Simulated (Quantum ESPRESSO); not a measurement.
## Al2InGaP4 (a curve over strain)

Simulated, not a measurement. The program is pw.x of Quantum ESPRESSO 7.5 (plane-wave density functional theory). The cell is made up: 8 atoms on a zincblende/diamond lattice, with randomly drawn elements, strain and displacements, not relaxed. PseudoDojo standard norm-conserving files (v0.5 for PBE, v0.4.1 for LDA and PBEsol) set the functional; there is no spin polarisation, spin-orbit coupling or dispersion term, and the masses in the input are unused placeholders.

Seven runs add a strain to one cell (the same along x and y); the atoms follow the cell and are not relaxed. Stress in the table is positive in tension.

Input of the run at -0.0004:

```
&control calculation='scf', pseudo_dir='./dojo.nc.sr.pbe.v0_5.standard.upf', outdir='./o', disk_io='medium', tprnfor=.true., tstress=.true. /
&system ibrav=0, nat=8, ntyp=4, nbnd=32, ecutwfc=79.96652505, nosym=.true., tot_charge=0,
 occupations='smearing', smearing='fd', degauss=0.0018374661
/
&electrons conv_thr=7.350e-09, electron_maxstep=60, /
ATOMIC_SPECIES
Al 1.0 Al.upf
Ga 1.0 Ga.upf
In 1.0 In.upf
P 1.0 P.upf
CELL_PARAMETERS angstrom
5.5761 0.0632 0.009
0.0632 5.5356 -0.0409
0.009 -0.0409 5.6
ATOMIC_POSITIONS angstrom
Al -0.0795 0.0182 0.1028
In 0.1985 2.7853 2.8401
Ga 2.8097 0.0246 2.7734
Al 2.9491 2.8475 0.0428
P 1.3281 1.5657 1.4311
P 1.2167 4.1069 4.1041
P 4.241 1.326 4.1418
P 4.1965 4.0672 1.3333
K_POINTS automatic
4 4 4 1 1 1
```

| added strain | free energy less that of the input shown (eV) | stress xx (GPa) | stress yy (GPa) | stress zz (GPa) | stress xy (GPa) | pressure (GPa) | iterations |
| --- | --- | --- | --- | --- | --- | --- | --- |
| -0.0189 | 0.3502 | -9.20 | -12.59 | -12.19 | -2.07 | 11.33 | 10 |
| -0.0136 | 0.2351 | -8.04 | -11.34 | -11.15 | -1.95 | 10.18 | 10 |
| -0.0034 | 0.0467 | -5.94 | -9.07 | -9.28 | -1.73 | 8.10 | 10 |
| -0.0004 | 0.0000 | -5.36 | -8.44 | -8.77 | -1.67 | 7.52 | 10 |
| +0.0074 | -0.1032 | -3.90 | -6.87 | -7.50 | -1.52 | 6.09 | 10 |
| +0.0186 | -0.2105 | -1.98 | -4.78 | -5.83 | -1.32 | 4.20 | 10 |
| +0.0208 | -0.2261 | -1.62 | -4.39 | -5.53 | -1.29 | 3.85 | 10 |

A cubic fit gives a slope of stress xx against the added strain of 192 GPa at zero added strain, with the atoms clamped. Across the table the free energy follows the integral of the stress to within 0.8 meV. A rerun of one of the cells at 1377 eV and a 6 x 6 x 6 mesh moved values by no more than 0.007 eV in energy, 0.02 GPa in stress and 0.002 eV/Å in force.